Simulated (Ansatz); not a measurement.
## Property card for Al3GaAs4

Al3GaAs4:
```xyz
8
Lattice="4.0124 0.0000 0.0000 0.0000 4.0124 0.0000 0.0000 0.0000 11.3298" Properties=species:S:1:pos:R:3 pbc="T T T"
Ga     0.0000     0.0000     0.0000
As     2.0062     0.0000     1.4151
Al     2.0062     2.0062     2.8285
As     0.0000     2.0062     4.2464
Al     0.0000     0.0000     5.6649
As     2.0062     0.0000     7.0834
Al     2.0062     2.0062     8.5012
As     0.0000     2.0062     9.9146
```

Space group P-4m2 (No. 115); conventional cell a = b = 4.012 Å, c = 11.330 Å, α = β = γ = 90.00°.

Method: DFT-PBEsol in the program Ansatz with PAW potentials. Structure relaxed to zero pressure with the same functional. Other levels are named where they apply.

**Cell and energy**

```json
{
 "volume_per_atom": "22.80 Å³",
 "density": "4.10 g/cm³",
 "Formation energy from the elements (no fitted shifts)": "-403 meV/atom"
}
```

**Electronic structure**

```json
{
 "band_gap": "1.33 eV (smallest direct gap 1.34 eV)",
 "valence_band_maximum": "at Γ",
 "conduction_band_minimum": "on the Γ–Z line, 18 % of the way from Γ (2 equivalent valleys)",
 "electron_effective_mass": "0.20, 0.20, 0.53 mₑ (principal values)",
 "Hole effective mass, band 1 of 2 at the edge": "4.0 along x, 0.45 along z (mₑ)",
 "Hole effective mass, band 2 of 2 at the edge": "0.077 along x, 0.45 along z (mₑ)",
 "HSE06 gap on the PBEsol cell": "2.07 eV",
 "Gap with spin–orbit coupling": "1.23 eV"
}
```

**Mechanics**

```json
{
 "Bulk modulus (Birch–Murnaghan fit)": "71.4 GPa",
 "Pressure derivative B′": "4.4",
 "Elastic constants (relaxed ions, GPa)": "C11 = 133, C12 = 28.3, C13 = 53.1, C33 = 108, C44 = 52.0, C66 = 27.6",
 "mechanical_stability": "stable (all eigenvalues of C positive)",
 "hill_bulk_and_shear_moduli": "71.5 and 40.4 GPa",
 "Young's modulus": "102 GPa",
 "Poisson's ratio": "0.26",
 "debye_temperature_from_the_elastic_constants": "366 K",
 "Piezoelectric stress constants (proper, relaxed ions, C/m²)": "e15 = -0.10, e24 = 0.10, e31 = -0.09, e32 = 0.09"
}
```

**Dielectric response**

```json
{
 "Electronic dielectric constant ε∞ (DFPT)": "10.4 (xx = yy), 10.4 (zz)",
 "Static dielectric constant ε0 (ions relaxed, cell fixed)": "12.4 (xx = yy), 12.4 (zz)",
 "Born charges (a third of the trace)": "Ga +2.17, As -2.22 to -2.06, Al +2.10 to +2.19 e"
}
```

**Phonons**

```json
{
  "Highest zone-centre frequency (without LO–TO term)": "385 cm^-1",
  "zone_centre_stability": "no imaginary mode at Γ"
}
```

The start of the workflow was typed in or built on a structure type; neither database checked (COD, Materials Project) lists it. Its standing as an ambient phase is unchecked. Symmetry was held in the PBEsol relaxation. Signs of piezoelectric constants follow the polarity of the cell as given. The references are the lowest solids computed at this level, not always the standard phases. Spin–orbit coupling is left out wherever it is not named.

Potentials: the earlier of the program's two PAW sets. The files were generated under PBE; for other functionals the program regenerates the frozen cores, and for LDA and PBEsol the local potential too.
